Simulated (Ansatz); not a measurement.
**Zn2GaO5: reading a single point**

```xyz
16
Lattice="0.0000 0.0000 5.1490 4.1857 -5.4483 2.5745 4.1857 5.4483 -2.5745" Properties=species:S:1:pos:R:3 pbc="T T T"
Zn    1.7384   -1.7304    5.3508
Zn    6.6330    1.7304    0.2018
Zn    6.6330   -1.7304    5.3508
Zn    1.7384    1.7304    0.2018
Ga    4.1857    3.8770    0.1617
Ga    4.1857   -3.8770    5.3106
O     5.5511    3.2145   -0.4994
O     2.8203   -3.2145    4.6495
O     2.8203    3.2145   -0.4994
O     5.5511   -3.2145    4.6495
O     4.1857    3.7125    1.7924
O     4.1857   -3.7125    1.7924
O     2.6286    0.0000    5.1335
O     5.7428    0.0000    5.1335
O     0.0000    0.0000    2.2501
O     4.1857    0.0000    2.6466
```

Method: PBE, no spin polarisation; PAW, plane waves to 420 eV, 5×5×5 Γ-centred mesh, gaussian occupations (width 0.1546 eV) (Ansatz 0.2.0), atoms fixed.

Q: What does the stress say?

A: The pressure is 16.1 GPa (compression positive), so with the atoms held at these fractions the cell would first expand; the forces are large, so a full relaxation may end otherwise. The principal stresses 14.2, 15.8, 18.3 GPa differ, so its shape would change too.

Q: What is the formation energy?

A: -0.37 eV an atom against the elements' usual phases (free molecules for gases, crystals otherwise, with no correction for O₂ or N₂), so it is bound against them; other compounds may still compete. Relaxing would lower it.

Q: What happens at the Fermi level?

A: It is a metal on this mesh, though the bands barely overlap, with about 27 states/eV a cell as the mean within 0.25 eV of the Fermi level, mostly O p (92 %).

Q: Where is the largest force?

A: The largest is on O11 (and as large on other atoms): 7.37 eV/Å, components (0.00, -0.68, 7.34). It makes 180° with the line to a nearest neighbour, Ga5 at 1.64 Å, pointing away from it.

Q: Describe some of the short contacts.

A: Ga–O at 1.64 Å: least valence density 1.25 e/Å³ and ELF 0.37 there. Zn–O at 1.96 Å: least valence density 0.62 e/Å³ and ELF 0.21 there. O–O at 2.93 Å: least valence density 0.06 e/Å³ and ELF 0.05 there. These are pseudo-fields; inside the PAW spheres they differ from the all-electron ones.

Origin: a known structure type with other elements, at an estimated volume, so it need not be a known compound. Caveats: many states at the Fermi level without spin polarisation, so a magnetic state may lie lower; atoms or cell far from equilibrium; wide smearing.
